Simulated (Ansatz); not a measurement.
**Calculated with Ansatz: Ba$_{2}$Pb$_{3}$, settings compared**

Input:

```yaml
crystal:
  lattice:
    - [-2.389177, 3.961137, 4.949314]
    - [4.778354, 0.0, 0.0]
    - [2.389177, 3.961137, -4.949314]
  atoms:
    - { symbol: Pb, position: [0.0, 0.0, 0.0] }
    - { symbol: Pb, position: [0.7032, 0.5, 0.7032] }
    - { symbol: Pb, position: [0.2968, 0.5, 0.2968] }
    - { symbol: Ba, position: [0.7245, 0.2245, 0.2755] }
    - { symbol: Ba, position: [0.2755, 0.7755, 0.7245] }
  symmetry: { tolerance: 0.0003 }
kpoints:
  mp_grid: { grid: [4, 4, 4], shift: [0, 0, 0] }
magnetization:
  spin_polarized: false
scf:
  occupations: { method: fermi_dirac }
hamiltonian:
  pseudopotentials: { kind: paw }
  xc: pbe
basis:
  ecutwfc: 420
output:
  forces: true
  stress: true
  eigenvalues: true
```

The command:

```bash
ansatz run input.yaml --threads 1 --pin off --max-ram 2560MiB --backend cpu --events-out ev --progress --plain --runs-dir out
```

Origin of the cell: a known structure type with other elements, at an estimated volume, so it need not be a known compound.

The smearing width isn't typed, so it takes its default of 0.1 eV.

Output of this run (shortened):

```
Pseudopotentials: kind: paw
Pseudopotential: Pb, paw, valence charge 14, recommended cutoff 420 eV (normal), Pb.paw.azcp
Pseudopotential: Ba, paw, valence charge 10, recommended cutoff 420 eV (normal), Ba.paw.azcp
Functional definition: PBE
  exchange = pbe_x(kappa = kappa, mu = beta*pi^2/3)
  correlation = pbe_c(beta = beta)
Crystal: 5 atoms, lattice volume = 187.358 Å³
Basis set: ecut = 420 eV, 3651 PW (Γ), exchange–correlation on 96×64×96 points (8 copies of the dense FFT grid, shifted against one another)
Bands: 38, of which v1, the nominal top of the filled ones, is band 31 counted from 1 (30 counted from 0)
Symmetry: 8 space group operations
Space group: Immm (ITA 71), of the structure as read, at distance tolerance 1.7e-3 Å
k-points: 18 of 64
[… 4 lines left out …]
Initial density: superposition of atomic densities (neutral atoms: chi_scale 0, normalization atom), corrected by the library's trained network
Functional: x = pbe(κ = 0.804, μ = 0.219515), c = pbe(β = 0.066725)
SCF iter   1: F=—  HF=-47620.433938 eV  Δρ=1.77e-3  dr2=8.92e-3
SCF iter   2: F=—  HF=-47620.433243 eV  Δρ=1.14e-3  dr2=4.00e-3
SCF iter   3: F=—  HF=-47620.433087 eV  Δρ=3.07e-4  dr2=3.58e-4
SCF iter   4: F=—  HF=-47620.433062 eV  Δρ=1.45e-4  dr2=9.14e-5
SCF iter   5: F=—  HF=-47620.433077 eV  Δρ=3.76e-5  dr2=6.66e-6
SCF iter   6: F=—  HF=-47620.433078 eV  Δρ=9.75e-6  dr2=2.85e-7
SCF iter   7: F=-47620.433078 eV  HF=-47620.433078 eV  Δρ=2.97e-6  dr2=2.12e-8
SCF 1 converged in 7 iterations: F = -47620.433078 eV  dr2 = 2.12e-8
SCF converged after 7 iterations
Free energy (F): -47620.433078 eV
Harris-Foulkes:  -47620.433078 eV  (|F-HF|=1.27e-9)
Internal energy: -47620.288349 eV  (E = F + TS)
E sigma→0 (E₀):  -47620.360714 eV
Entropy (-TS):   -0.144729 eV (-28.946 meV/atom)
Fermi energy:    8.957232 eV
--- Per-component energies (eV) ---
  E_band       = -265.553120
  E_kinetic    = 1210.537312
  E_local      = -4281.761566  (includes V_loc(G=0)·N_el)
  E_nonlocal   = 1162.517948
  E_hartree    = 1699.389333
  E_xc         = -997.764814
  E_vxc        = -668.494005  (∫ρ·V_xc dr)
  E_paw        = -41674.948813  (= ΣΔE_a)
  E_vpaw       = -1087.126820  (= ΣTr[D̂ρ^β])
  E_aug_tail   = 0.000144  (compensation charges beyond the density's cutoff)
  E_ewald      = -4738.257893
  E_smearing   = -0.144729  (= −TS)
  Σ components = -47620.433078   (vs F -47620.433078, Δ=0.00e0)
--- Forces (eV/Å), atoms counted from 1 ---
  atom   1  Pb     0.000000     0.000000     0.000000
  atom   2  Pb     0.000000     0.144880     0.000000
  atom   3  Pb     0.000000    -0.144880     0.000000
  atom   4  Ba     0.000000     0.000000    -0.114295
  atom   5  Ba     0.000000     0.000000     0.114295
  max |Σ_I F_I| component: 2.78e-17 eV/Å
--- Stress (GPa, compression-positive) ---
        2.050478       0.000000       0.000000
        0.000000      -0.937632       0.000000
        0.000000       0.000000       5.344440
  P = ⅓ Tr σ = 2.1524 GPa (21.524 kbar)
```

The same input was run again with these changes:

1. `accuracy` default → low
2. `scf.mixing.algorithm` default → anderson; `scf.mixing.beta` default → 0.3; `scf.mixing.ndim` default → 8; `hamiltonian.dispersion` default → d4
3. `scf.occupations.method` fermi_dirac → tetrahedron
4. `kpoints.mp_grid.grid` [4, 4, 4] → [4, 3, 5]; `scf.max_iter` default → 100

```
 run        end  SCF iterations  P (GPa)  max force component (eV/Å)  gap on mesh (eV)  moment (μB)  ΔE(σ→0) (meV/atom)
base  converged               7     2.15                       0.145              none            –                   0
   1  converged               7     2.15                       0.145              none            –                0.00
   2  converged               8     0.94                       0.143              none            –                   –
   3  converged               7     2.10                       0.152              none            –               -1.09
   4  converged               7     2.14                       0.120              none            –               12.04
```

Energies are compared only where functional, datasets, charge and starting cell are the same.

Not properties of the system: run 4 (a mesh that breaks the symmetry).

Caveats of the base run: no spin-orbit coupling, though heavy elements are present; the k mesh is coarse if the cell is a metal.

Run 3: forces and stress under tetrahedra may miss the slope of the energy.
Run 4: the k mesh keeps only part of the crystal's symmetry.

The base run ran for 11 s on 1 thread of Arm Neoverse V1, with other jobs on the host, peak memory 0.45 GiB, from the program's own first density.
